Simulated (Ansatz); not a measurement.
VN:
```
VN
1.0
    4.07228     0.00000     0.00000
    0.00000     4.07228     0.00000
    0.00000     0.00000     4.07228
V N
4 4
Cartesian
  0.94470   0.94470   0.94470
  3.12759   3.12759   0.94470
  0.94470   3.12759   3.12759
  3.12759   0.94470   3.12759
  1.05995   1.05995   3.01233
  3.01233   3.01233   3.01233
  1.05995   3.01233   1.05995
  3.01233   1.05995   1.05995
```

Relaxed with PBEsol. Special points in fractions of this cell's reciprocal vectors: Γ (0.000, 0.000, 0.000); X (0.000, 0.500, 0.000); M (0.500, 0.500, 0.000); R (0.500, 0.500, 0.500).

Q: List the band energies nearest the Fermi level at these points for PBEsol (plane waves, PAW; program Ansatz).

A: In eV from the Fermi level; about four levels below and three above (degenerate sets whole), none deeper than 8.9 eV; points with the same levels are listed once.

```
k                          below                     above
-  -----------------------------  ------------------------
Γ  -1.40 -1.40 -1.40 -0.24 -0.24            0.77 0.77 0.77
X        -3.14 -2.52 -0.54 -0.48       0.16 0.34 0.67 0.67
M        -5.27 -0.39 -0.07 -0.07            0.15 0.59 0.66
R  -6.01 -6.01 -6.01 -5.97 -5.97  0.72 0.72 0.86 0.86 0.86
```

Space group P-43m. The start of the workflow was typed in or built on a structure type; neither database checked (COD, Materials Project) lists it. It is not the phase usual at ambient conditions (space group No. 225). The PBEsol relaxation kept the symmetry of its start; its stability against distortions is not shown here. The workflow began spin-polarised and lost its moments.

Potentials: the earlier of the program's two PAW sets. The files were generated under PBE; for other functionals the program regenerates the frozen cores, and for LDA and PBEsol the local potential too.
